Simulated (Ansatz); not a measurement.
SrO (rock salt, Fm-3m), PBEsol in the plane-wave PAW code Ansatz: ε∞ = 3.87, cell volume 33.60 Å³. Infrared-active transverse modes:

| ω_TO (cm⁻¹) | oscillator strength S_xx (e²/amu) |
|---|---|
| 202.8 | 0.4463 |

**Question.** Compute the static dielectric constant.

**Answer.** Each mode adds (4.921e7/V) S/ω²: 15.90. So ε0 = 19.8.

**Question.** What LO frequency does the Lyddane–Sachs–Teller relation give?

**Answer.** ω_LO = ω_TO √(ε0/ε∞) = 458 cm⁻¹.

Symmetry was held in the PBEsol relaxation; of distortions, only those at the zone centre were tested. Spin–orbit coupling is left out wherever it is not named.

Potentials: the later of the program's two PAW sets.
